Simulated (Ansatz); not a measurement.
CoAsS:
```yaml
crystal:
  lattice:
    - [5.56058, 0.00000, 0.00000]
    - [0.00000, 5.56058, 0.00000]
    - [0.00000, 0.00000, 5.56058]
  atoms:
    - { symbol: Co, position: [0.50665, 0.49335, 0.99335] }
    - { symbol: Co, position: [0.99335, 0.50665, 0.49335] }
    - { symbol: Co, position: [0.00665, 0.00665, 0.00665] }
    - { symbol: Co, position: [0.49335, 0.99335, 0.50665] }
    - { symbol: As, position: [0.62026, 0.87974, 0.12026] }
    - { symbol: As, position: [0.87974, 0.12026, 0.62026] }
    - { symbol: As, position: [0.12026, 0.62026, 0.87974] }
    - { symbol: As, position: [0.37974, 0.37974, 0.37974] }
    - { symbol: S, position: [0.38246, 0.11754, 0.88246] }
    - { symbol: S, position: [0.11754, 0.88246, 0.38246] }
    - { symbol: S, position: [0.88246, 0.38246, 0.11754] }
    - { symbol: S, position: [0.61754, 0.61754, 0.61754] }
```

Relaxed with r²SCAN. Special points in fractions of this cell's reciprocal vectors: Γ (0.000, 0.000, 0.000); X (0.000, 0.500, 0.000); M (0.500, 0.500, 0.000); R (0.500, 0.500, 0.500); X1 (0.500, 0.000, 0.000).

Problem. List the band energies nearest the valence-band maximum at these points for r²SCAN with spin–orbit coupling in the plane-wave PAW code Ansatz.

Solution. In eV from the valence-band maximum; about four levels below and three above (degenerate sets whole), none deeper than 8.9 eV; points with the same levels are listed once.

```tsv
k	below	above
Γ	-0.65 -0.65 -0.65 -0.65 -0.64 -0.64	1.12 1.12 1.12 1.12
X	-0.47 -0.47 -0.42 -0.42	1.40 1.40 1.41 1.41
M	-0.28 -0.28 -0.28 -0.28	1.90 1.90 1.90 1.90
R	-0.83 -0.83 -0.83 -0.83 -0.83 -0.83	1.25 1.25 1.25 1.25 1.25 1.25
```

Space group P2_13. The first step of the workflow began from a Materials Project structure, measured or hypothetical; the Crystallography Open Database copy checked does not list it. COD files the formula under space group No. 4, 29. Whether it is the stable phase at ambient conditions was not checked. The cell was relaxed with r²SCAN under the symmetry of its start; its stability against distortions is not shown here. No spin polarisation was allowed.

Potentials: the later of the program's two PAW sets.
